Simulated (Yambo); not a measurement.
A G0W0@PBEsol run in Yambo for SrGaSnH (space group P3m1, No. 156) under isotropic strain of -3 % on all lattice vectors (3×3×2 Γ-centred k mesh, 168 bands and a 8 Ry block in the screening, 168 bands in G with the Bruneval-Gonze terminator, plasmon pole fitted at 27.2 eV) gives these matrix elements, in eV, at the band edges (A → K):

```json
[
 {"state": "valence edge", "E0": "0.000", "<Vxc>": "-11.790", "<Σx>": "-13.531", "<Σc(E0)>": "0.866", "Z": "0.801"},
 {"state": "conduction edge", "E0": "0.310", "<Vxc>": "-10.386", "<Σx>": "-6.755", "<Σc(E0)>": "-3.630", "Z": "0.803"}
]
```

Question: Solve the linearised quasiparticle equation for both states, give the gap, and say how exchange and correlation each act on it.

Answer: E = E0 + Z(Σx + Σc − Vxc). Valence: 0.000 + 0.801 × (-13.531 + (0.866) − (-11.790)) = -0.70 eV. Conduction: 0.310 + 0.803 × (-6.755 + (-3.630) − (-10.386)) = 0.31 eV. The gap is 1.01 eV, against 0.31 eV in PBEsol. Replacing Vxc by bare exchange alone would open it by 5.37 eV; correlation takes back 4.50 eV of that, and Z scales what is left. Convergence of the G0W0 settings was not tested. The k mesh is coarse. Spin-orbit splittings are left out.

The standard potentials for Ga, Sn keep a d shell in the valence without the s and p states of that shell. In tests on such compounds this moved G0W0 gaps by up to about 0.9 eV, so absolute quasiparticle energies here are unreliable; differences between settings are what counts.

Geometry strained from the cell relaxed with PBEsol, atoms relaxed again; primitive cell a = b = 4.2956 Å, c = 4.8512 Å, α = β = 90.00°, γ = 120.00°.
